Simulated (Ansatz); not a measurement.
Suppose In3S2 takes space group P4/mmm (No. 123), with In on 1a, 1b and 1d; S on 2h.

Method: Ansatz 0.2.0, DFT PBE, scalar-relativistic, plane waves, PAW. Cutoff 420 eV, Γ-centred mesh, Gaussian smearing, no spin polarisation.

Formation energies are uncorrected and refer to the elements' standard structures at the same level.

Q: Which cell and coordinates does it relax to?

A:

Space group P4/mmm (No. 123). a = 4.255 Å, b = 4.255 Å, c = 7.698 Å, α = 90.00°, β = 90.00°, γ = 90.00°
| atom | site | symmetry | x | y | z |
| --- | --- | --- | --- | --- | --- |
| In | 1a | 4/mmm | 0.0000 | 0.0000 | 0.0000 |
| In | 1b | 4/mmm | 0.0000 | 0.0000 | 0.5000 |
| In | 1d | 4/mmm | 0.5000 | 0.5000 | 0.5000 |
| S | 2h | 4mm | 0.5000 | 0.5000 | 0.1831 |

In on its first site has 8 S at 3.32 Å; around In on its second site lie 4 In at 3.01 Å; around In on its third site lie 2 S at 2.44 Å and 4 In at 3.01 Å; S has 1 In at 2.44 Å, 1 S at 2.82 Å and 4 In at 3.32 Å. Another local minimum with the same sites may exist.

Q: Where does its energy lie, and is it a metal?

A: The energy over the elements is +0.05 eV/atom. The gap on the 10×10×6 mesh of the 5-atom cell is 0 eV (a metal). A positive value: parting into the elements would lower its energy.

The last run used Gaussian smearing of 0.10 eV. An odd number of electrons in the primitive cell allows no gap without spin; a larger cell or a magnetic state could open one. The reference form of S is held partly by dispersion forces, which this level lacks. A structure relaxed within its symmetry needn't be a true minimum.
